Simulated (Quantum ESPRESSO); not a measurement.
Band energies of La₂GeI₂

```
La2GeI2
1.0
    4.44232     0.00000     0.00000
   -2.22116     3.84716     0.00000
    0.00000     0.00000    10.74648
Ge I La
1 2 2
Direct
  0.00000   0.00000   0.50000
  0.33333   0.66667   0.84628
  0.66667   0.33333   0.15372
  0.66667   0.33333   0.65612
  0.33333   0.66667   0.34388
```

PBEsol (Quantum ESPRESSO, PseudoDojo norm-conserving, 110 Ry, scalar-relativistic); path ΓMKΓALHA,LM,KH; energies in eV from the valence-band maximum.

```
k (1/Å)  point  band 21  band 22  band 23  band 24  band 25  band 26  band 27  band 28
-------  -----  -------  -------  -------  -------  -------  -------  -------  -------
0.00         Γ    -2.32    -2.32    -0.49     0.00     0.00     1.67     1.71     1.71
0.20              -2.37    -2.33    -0.57    -0.34    -0.05     1.33     1.72     1.84
0.41              -2.58    -2.35    -0.67    -0.66    -0.08     0.85     1.85     2.05
0.61              -2.57    -2.40    -0.83    -0.47    -0.05     0.43     1.93     2.09
0.82         M    -2.56    -2.42    -0.92    -0.28    -0.04     0.23     1.98     2.09
1.29         K    -2.61    -2.61    -0.77    -0.77    -0.34     1.72     1.82     1.82
1.48              -2.74    -2.54    -0.84    -0.61    -0.37     1.51     1.54     2.15
1.67              -2.61    -2.49    -0.79    -0.59    -0.38     1.37     1.43     2.13
1.85              -2.41    -2.39    -0.66    -0.63    -0.22     1.31     1.48     2.13
2.23         Γ    -2.32    -2.32    -0.49     0.00     0.00     1.67     1.71     1.71
2.23         A    -2.23    -2.23    -0.96    -0.04    -0.04     1.63     1.73     1.73
2.39              -2.44    -2.25    -0.83    -0.19    -0.07     1.41     1.69     1.81
2.56              -2.55    -2.30    -0.65    -0.45    -0.11     0.98     1.76     1.97
2.88              -2.60    -2.46    -0.98    -0.41    -0.02     0.44     1.87     2.02
3.05         L    -2.61    -2.49    -1.11    -0.34     0.00     0.39     1.84     2.07
3.20              -2.56    -2.48    -1.07    -0.34    -0.32     0.80     1.93     2.04
3.36              -2.58    -2.56    -0.94    -0.61    -0.35     1.36     1.96     2.06
3.52         H    -2.62    -2.62    -0.78    -0.78    -0.34     1.79     1.88     1.88
3.68              -2.67    -2.52    -0.91    -0.63    -0.36     1.61     1.63     2.14
3.83              -2.68    -2.47    -0.87    -0.50    -0.40     1.36     1.44     2.14
3.99              -2.62    -2.45    -0.65    -0.54    -0.31     1.20     1.38     2.14
4.15              -2.51    -2.34    -0.65    -0.41    -0.18     1.25     1.45     2.07
4.46         A    -2.23    -2.23    -0.96    -0.04    -0.04     1.63     1.73     1.73
4.46         L    -2.61    -2.49    -1.11    -0.34     0.00     0.39     1.84     2.07
4.75         M    -2.56    -2.42    -0.92    -0.28    -0.04     0.23     1.98     2.09
4.75         K    -2.61    -2.61    -0.77    -0.77    -0.34     1.72     1.82     1.82
5.05         H    -2.62    -2.62    -0.78    -0.78    -0.34     1.79     1.88     1.88
```

The PBEsol gap is indirect, 0.23 eV, from L to M; the smallest direct gap is 0.27 eV. Another valence extremum on the path lies within 0.02 eV, too close to call.

Spin-orbit coupling is left out, which matters for elements this heavy: edges can move by tenths of an eV. The 4f states are in the valence at their DFT position. So small a PBEsol gap in heavy elements may be inverted, where one-shot corrections to single bands mislead.

Geometry relaxed with PBE+D3(BJ).
